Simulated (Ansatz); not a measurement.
Molecular dynamics on a 2×2×3 supercell (24 atoms) of BN (zincblende), relaxed with r2SCAN. Forces come from r2SCAN in the PAW code Ansatz: constant energy and volume (NVE), velocities drawn at 1300 K, steps of 3 fs. Classical nuclei, no spin polarisation; a few dozen steps show the first response, not equilibrium.

```yaml
crystal:
  lattice:
    - [0.0, 3.6096508993, 3.6096508993]
    - [3.6096508993, 0.0, 3.6096508993]
    - [5.414476349, 5.414476349, 0.0]
  atoms:
    - { symbol: B, position: [0.0, 0.0, 0.0] }
    - { symbol: "N", position: [0.125, 0.125, 0.0833333333] }
    - { symbol: B, position: [0.0, 0.0, 0.3333333333] }
    - { symbol: "N", position: [0.125, 0.125, 0.4166666667] }
    - { symbol: B, position: [0.0, 0.0, 0.6666666667] }
    - { symbol: "N", position: [0.125, 0.125, 0.75] }
    - { symbol: B, position: [0.0, 0.5, 0.0] }
    - { symbol: "N", position: [0.125, 0.625, 0.0833333333] }
    - { symbol: B, position: [0.0, 0.5, 0.3333333333] }
    - { symbol: "N", position: [0.125, 0.625, 0.4166666667] }
    - { symbol: B, position: [0.0, 0.5, 0.6666666667] }
    - { symbol: "N", position: [0.125, 0.625, 0.75] }
    - { symbol: B, position: [0.5, 0.0, 0.0] }
    - { symbol: "N", position: [0.625, 0.125, 0.0833333333] }
    - { symbol: B, position: [0.5, 0.0, 0.3333333333] }
    - { symbol: "N", position: [0.625, 0.125, 0.4166666667] }
    - { symbol: B, position: [0.5, 0.0, 0.6666666667] }
    - { symbol: "N", position: [0.625, 0.125, 0.75] }
    - { symbol: B, position: [0.5, 0.5, 0.0] }
    - { symbol: "N", position: [0.625, 0.625, 0.0833333333] }
    - { symbol: B, position: [0.5, 0.5, 0.3333333333] }
    - { symbol: "N", position: [0.625, 0.625, 0.4166666667] }
    - { symbol: B, position: [0.5, 0.5, 0.6666666667] }
    - { symbol: "N", position: [0.625, 0.625, 0.75] }
kpoints:
  mp_grid: { grid: [4, 4, 2] }
hamiltonian:
  xc: r2scan
scf:
  occupations: { method: fermi_dirac, width: 0.112 }
md:
  ensemble: nve
  temperature: 1300
  timestep: 3.0
  n_steps: 40
  initial_velocities: maxwell_boltzmann
  seed: 9475
```

Command: `ansatz run input.yaml --threads 4 --pin off --max-ram 3686MiB --backend cpu --events-out ev --progress --plain --runs-dir out`. It took 3.4 min on 4 threads of Intel(R) Xeon(R) Platinum 8488C (Sapphire Rapids) (shared host), load about 0.2 per core; peak host memory 1 GiB.

| step | t (fs) | T (K) | free energy F from step 0 (meV/atom) | kinetic energy (meV/atom) | largest force (eV/Å) |
| --- | --- | --- | --- | --- | --- |
| 0 | 0 | 1300 | 0.0 | 161.0 | 0.00 |
| 1 | 3 | 987 | 42.3 | 122.3 | 2.96 |
| 2 | 6 | 414 | 119.0 | 51.3 | 4.72 |
| 3 | 9 | 191 | 147.3 | 23.7 | 5.02 |
| 4 | 12 | 421 | 115.1 | 52.1 | 4.00 |
| 5 | 15 | 705 | 77.3 | 87.4 | 3.03 |
| 6 | 18 | 757 | 72.0 | 93.8 | 3.68 |
| 7 | 21 | 669 | 84.7 | 82.8 | 4.50 |
| 8 | 24 | 635 | 88.8 | 78.7 | 3.95 |
| 9 | 27 | 679 | 82.4 | 84.2 | 3.92 |
| 10 | 30 | 707 | 78.6 | 87.5 | 4.67 |
| 11 | 33 | 668 | 83.7 | 82.8 | 4.21 |
| 12 | 36 | 610 | 91.9 | 75.6 | 5.07 |
| 13 | 39 | 626 | 89.9 | 77.5 | 5.12 |
| 14 | 42 | 693 | 80.4 | 85.8 | 4.45 |
| 15 | 45 | 696 | 80.2 | 86.3 | 4.48 |
| 16 | 48 | 660 | 85.7 | 81.8 | 4.48 |
| 17 | 51 | 668 | 84.0 | 82.7 | 3.51 |
| 18 | 54 | 649 | 85.3 | 80.4 | 3.33 |
| 19 | 57 | 525 | 101.9 | 65.1 | 5.24 |
| 20 | 60 | 434 | 115.1 | 53.8 | 5.89 |
| 21 | 63 | 560 | 98.7 | 69.4 | 5.58 |
| 22 | 66 | 817 | 64.2 | 101.2 | 4.46 |
| 23 | 69 | 924 | 49.8 | 114.5 | 4.12 |
| 24 | 72 | 762 | 71.8 | 94.3 | 4.54 |
| 25 | 75 | 519 | 104.2 | 64.3 | 5.27 |
| 26 | 78 | 460 | 111.8 | 56.9 | 5.11 |
| 27 | 81 | 614 | 90.8 | 76.0 | 3.83 |
| 28 | 84 | 768 | 69.8 | 95.2 | 3.09 |
| 29 | 87 | 732 | 75.1 | 90.7 | 4.46 |
| 30 | 90 | 586 | 95.5 | 72.6 | 4.70 |
| 31 | 93 | 562 | 98.6 | 69.6 | 4.38 |
| 32 | 96 | 683 | 81.7 | 84.7 | 4.07 |
| 33 | 99 | 750 | 72.4 | 92.9 | 3.64 |
| 34 | 102 | 649 | 86.0 | 80.4 | 4.13 |
| 35 | 105 | 496 | 106.8 | 61.4 | 4.89 |
| 36 | 108 | 488 | 108.1 | 60.4 | 4.70 |
| 37 | 111 | 653 | 85.8 | 80.9 | 3.97 |
| 38 | 114 | 811 | 64.9 | 100.5 | 3.82 |
| 39 | 117 | 822 | 63.9 | 101.9 | 4.71 |
| 40 | 120 | 709 | 79.0 | 87.8 | 4.90 |

The temperature starts at 1300 K, is lowest at step 3 (191 K, 9 fs) and ends at 709 K. The atoms start on their lattice sites with kinetic energy alone, so much of it first passes into potential energy. The conserved energy stays within 9.94 meV an atom. By the last step the atoms have moved 0.07 Å in the root mean square, the drift of the whole cell taken out, 0.13 Å at most.

Positions (Å) and forces (eV/Å) at step 40:
```
B    0.086   0.061   0.042    -1.711  -2.251  -2.371
N    0.923   0.928   0.955    -0.378  -1.363  -0.372
B    1.801   1.752   0.119     1.424   1.667  -4.379
N    2.723   2.744   0.870    -0.485  -1.518   1.429
B    3.678   3.614   0.097    -0.927  -0.509  -4.110
N    4.518   4.516   0.901     1.301   0.913   1.116
B    1.762  -0.056   1.862     2.111   0.955  -0.913
N    2.702   0.872   2.735     0.093   0.720   0.133
B    3.549   1.836   1.841     1.381  -1.006  -0.675
N    4.522   2.696   2.690    -0.312  -0.242   1.036
B    5.430   3.615   1.796    -0.376  -0.065   1.197
N    6.344   4.496   2.711    -1.033   0.042   1.609
B   -0.040   1.770   1.732    -0.144   2.329   2.695
N    0.898   2.721   2.674     0.086  -0.408   0.120
B    1.811   3.606   1.699    -1.293   0.928   2.881
N    2.702   4.508   2.670    -0.162  -0.057   0.556
B    3.615   5.418   1.805    -0.391   0.136   0.874
N    4.516   6.318   2.666     0.641  -0.199   1.565
B    1.784   1.732   3.666     0.331   2.673  -2.808
N    2.625   2.690   4.480     2.382   0.218   0.564
B    3.642   3.607   3.553    -1.825   0.250   0.359
N    4.460   4.545   4.459     1.407  -0.692   1.011
B    5.464   5.419   3.641    -1.831   0.096  -1.504
N    6.309   6.366   4.527    -0.290  -2.617  -0.015
```
